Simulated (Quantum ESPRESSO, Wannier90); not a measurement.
**CsI (CsCl type), plane waves to Wannier functions**

```xyz
2
Lattice="4.6652 0.0000 0.0000 0.0000 4.6652 0.0000 0.0000 0.0000 4.6652" Properties=species:S:1:pos:R:3 pbc="T T T"
Cs     0.0000     0.0000     0.0000
I      2.3326     2.3326     2.3326
```

Structure: Materials Project mp-1056920, symmetrised, not relaxed again. COD (Crystallography Open Database) has an entry of this formula and space group (matched by these alone). Computed values, not measurements, from PBEsol: Quantum ESPRESSO (norm-conserving PseudoDojo potentials, cutoff 56 Ry, no spin polarisation, no spin-orbit coupling) on a Γ-centred 8×8×8 mesh, then Wannier90. Density: 8×8×8 mesh, cold smearing 0.01 Ry. Spin-orbit coupling is left out although heavy elements are present.

Bands 6-8 form an isolated set from -1.44 to 0.00 eV relative to the valence-band maximum (on the path) and are turned into 3 Wannier functions by minimising the spread from the start: atomic waves I 5p.

**Question.** Where do the functions sit, how wide are they and what are they made of?

**Answer.** 
```csv
functions,spread (Å²),"nearest atom, distance (Å)","second atom, distance (Å)",weight on atomic waves
3,2.72,I 0.00,Cs 4.04,I 5p 94 %
```

Ω_I = 8.14 Å², Ω_total = 8.15 Å²; the interpolated bands follow pw.x to 0.2 meV rms on the path. Only this start was tried; a symmetric start can stop on a saddle, and mixtures of these functions could lower the total by at most Ω_total − Ω_I.
